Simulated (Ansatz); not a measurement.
# SiO2: the volume at rest

SiO2 in the rutile structure, starting from this typed cell of 8.02 Å³ an atom.

```xyz
6
Lattice="4.2300 0.0000 0.0000 0.0000 4.2300 0.0000 0.0000 0.0000 2.6900" Properties=species:S:1:pos:R:3 pbc="T T T"
Si    0.0000    0.0000    0.0000
Si    2.1150    2.1150    1.3450
O     1.2986    1.2986    0.0000
O     2.9314    2.9314    0.0000
O     3.4136    0.8164    1.3450
O     0.8164    3.4136    1.3450
```

Computed with Ansatz (plane-wave DFT, scalar-relativistic): k mesh 4×4×6; fixed occupations; no spin. Cell and atoms are relaxed to zero stress with the symmetry kept and no dispersion correction.

Caveats: coarse k mesh.

Question: What volume results under PBE, LDA, PBEsol, and how much do the potentials matter?

Answer: 
| functional | potentials | cutoff (eV) | volume (Å³/atom) | change (%) |
| --- | --- | --- | --- | --- |
| PBE | all-electron PAW datasets (no frozen core) | 700 | 8.05 | 0.3 |
| PBE | Ansatz generated PAW | 420 | 8.04 | 0.3 |
| PBE | Ansatz hand-made PAW | 930 | 8.04 | 0.3 |
| PBE | JTH PAW | 1380 | 7.99 | -0.4 |
| PBE | PseudoDojo norm-conserving | 1143 | 8.02 | -0.1 |
| PBE | Ansatz norm-conserving | 1240 | 8.05 | 0.3 |
| LDA | Ansatz hand-made PAW | 930 | 7.65 | -4.6 |
| LDA | PseudoDojo norm-conserving | 1143 | 7.61 | -5.2 |
| PBEsol | Ansatz hand-made PAW | 930 | 7.85 | -2.1 |
| PBEsol | PseudoDojo norm-conserving | 1143 | 7.82 | -2.5 |

From smallest to largest: LDA, PBEsol, PBE.
